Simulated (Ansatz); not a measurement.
One stationary structure of CdS. Space group F-43m (No. 216), zinc blende type. Calculation: PBE (plane waves to 420 eV, PAW, scalar-relativistic; Ansatz, a quantum-chemistry and plane-wave program).

```cif
data_Cd4S4
_chemical_formula_sum 'S4 Cd4'
_space_group_name_H-M_alt 'F-43m'
_space_group_IT_number 216
_space_group_name_Hall 'F -4 2 3'
_cell_length_a 5.92662
_cell_length_b 5.92662
_cell_length_c 5.92662
_cell_angle_alpha 90.000
_cell_angle_beta 90.000
_cell_angle_gamma 90.000
loop_
_atom_site_label
_atom_site_type_symbol
_atom_site_symmetry_multiplicity
_atom_site_Wyckoff_symbol
_atom_site_fract_x
_atom_site_fract_y
_atom_site_fract_z
_atom_site_occupancy
S1 S 4 c 0.25000 0.25000 0.25000 1
Cd1 Cd 4 a 0.00000 0.00000 0.00000 1
```
(The calculation used a cell of 2 atoms; values per cell refer to that cell.)

- Volume per atom: 26.02 Å³
- Band gap: 1.04 eV, direct at Γ (no spin-orbit coupling)
- Shortest distances: Cd–S 2.57 Å
- k-mesh: 10×10×10

Band energies at high-symmetry points (eV from the VBM; labels of this space group; no spin-orbit coupling), from −5 eV up to 6.0 eV:

```json
[
 {"point": "Γ", "energies": "0.00 0.00 0.00 1.04"},
 {"point": "X", "energies": "-3.74 -1.72 -1.72 3.63 4.29"},
 {"point": "U", "energies": "-3.71 -2.32 -1.39 4.23 5.33"},
 {"point": "K", "energies": "-3.71 -2.32 -1.39 4.23 5.33"},
 {"point": "L", "energies": "-4.11 -0.68 -0.68 2.94"},
 {"point": "W", "energies": "-3.67 -2.06 -2.02 5.22 5.44"}
]
```

No spin polarisation in the result.

Measured for CdS: a 5.832 Å (room temperature; as listed in arXiv:1206.3780); gap 2.48 eV (0 K or low temperature; as listed in arXiv:1206.3780). Computed minus measured — a: PBE +1.6 %; gap: PBE -1.44 eV. The computed values are for a static lattice, and a measured gap can be an optical one, lowered by exciton binding.

The run could not lose the symmetry of its start; a randomly shaken copy of 2 atoms returns to this structure.

All atoms sit on sites fixed by symmetry, so only the cell could relax.
